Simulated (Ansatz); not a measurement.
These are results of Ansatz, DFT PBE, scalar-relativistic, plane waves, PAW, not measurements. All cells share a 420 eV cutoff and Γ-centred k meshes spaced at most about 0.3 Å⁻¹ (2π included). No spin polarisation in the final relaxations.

The zero of energy is the elements' standard structures at the same level; no fitted shifts are applied. The references include black phosphorus.

A relaxed structure of AlB2As3 has 16.83 Å³/atom, −0.003 eV/atom against the elements, a gap of 0.63 eV on its mesh:

```cif
data_structure
_symmetry_space_group_name_H-M 'I-4m2'
_symmetry_Int_Tables_number 119
_cell_length_a 3.5783
_cell_length_b 3.5783
_cell_length_c 15.7772
_cell_angle_alpha 90.000
_cell_angle_beta 90.000
_cell_angle_gamma 90.000
_cell_volume 202.02
loop_
_atom_site_label
_atom_site_type_symbol
_atom_site_symmetry_multiplicity
_atom_site_Wyckoff_symbol
_atom_site_fract_x
_atom_site_fract_y
_atom_site_fract_z
_atom_site_occupancy
Al1 Al 2 b 0.50000 0.50000 0.00000 1
B1 B 4 e 0.50000 0.50000 0.32432 1
As1 As 4 f 0.00000 0.50000 0.10190 1
As2 As 2 d 0.50000 0.00000 0.25000 1
```

Task: Predict cell, energy and gap of AlB2P3 with the same space group and Wyckoff sites.

Result: AlB2P3 has a = 3.394 Å, c = 15.087 Å: 14.49 Å³/atom, −0.283 eV/atom against the elements, a gap of 0.63 eV on its mesh. The volume per atom changes by -14.0 % and the formation energy by -0.280 eV/atom (from unrounded values). The gap narrows by 0.00 eV. Covalent radii: As 1.19 Å, P 1.07 Å; electronegativities 2.18 and 2.19. The cell follows the size of the atom. Al is surrounded by 4 P at 2.31 Å; around B lie 4 P at 2.02–2.03 Å; P on a site of symmetry 2mm has 2 B at 2.02 Å and 2 Al at 2.31 Å; P on a site of symmetry -4m2 is surrounded by 4 B at 2.03 Å.

```cif
data_structure
_symmetry_space_group_name_H-M 'P 1'
_symmetry_Int_Tables_number 1
_cell_length_a 7.9159
_cell_length_b 7.9159
_cell_length_c 7.9159
_cell_angle_alpha 155.238
_cell_angle_beta 155.238
_cell_angle_gamma 35.302
_cell_volume 86.92
loop_
_atom_site_label
_atom_site_type_symbol
_atom_site_fract_x
_atom_site_fract_y
_atom_site_fract_z
_atom_site_occupancy
Al1 Al 0.50000 0.50000 0.00000 1
B1 B 0.82360 0.82360 0.00000 1
B2 B 0.17640 0.17640 0.00000 1
P1 P 0.60377 0.10377 0.50000 1
P2 P 0.25000 0.75000 0.50000 1
P3 P 0.89623 0.39623 0.50000 1
```

The two cells were relaxed from separate starts that ended on the same group and sites; neither need be the stable form of its compound. Kohn–Sham gaps at this level usually fall short of measured ones. The reference forms of As and P are held partly by dispersion forces, which this level lacks. Cells relaxed within their symmetry can be saddle points.
